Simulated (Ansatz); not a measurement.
A: Gd (hcp, Mg type), a = 3.648 Å, b = 3.648 Å, c = 5.836 Å, α = 90.00°, β = 90.00°, γ = 120.00°
B: CdS (wurtzite), a = b = 4.196 Å, c = 6.830 Å, α = β = 90.00°, γ = 120.00°
C: MoSi₂ (MoSi2 type, space group I4/mmm), a = b = 3.2169 Å, c = 7.8730 Å, α = β = γ = 90.00°

Scan: energy over volume and axial ratio (atoms clamped). All come from one method, each on a k mesh of its own. All were relaxed with their symmetry unable to fall. MoSi2 is run without spin polarisation. Relaxed Gd ends ferromagnetic. Other magnetic orders were not checked, so this need not be the ground state. (This holds for the magnetic or f-shell members.) The f-shell state is unchecked: a lower one may exist. (This holds for the magnetic or f-shell members.)

Problem. Order them by modulus against c/a change at fixed volume, (3/4V)·∂²E/∂(ln c/a)² (fitted) (highest first) at the level PBE (plane waves to 420 eV, PAW, scalar-relativistic; Ansatz, an electronic-structure program).

Solution. C (190 GPa), B (45 GPa), A (28 GPa)

(Under strain, the slope of the energy per volume gives the stress and its curvature an elastic modulus.)
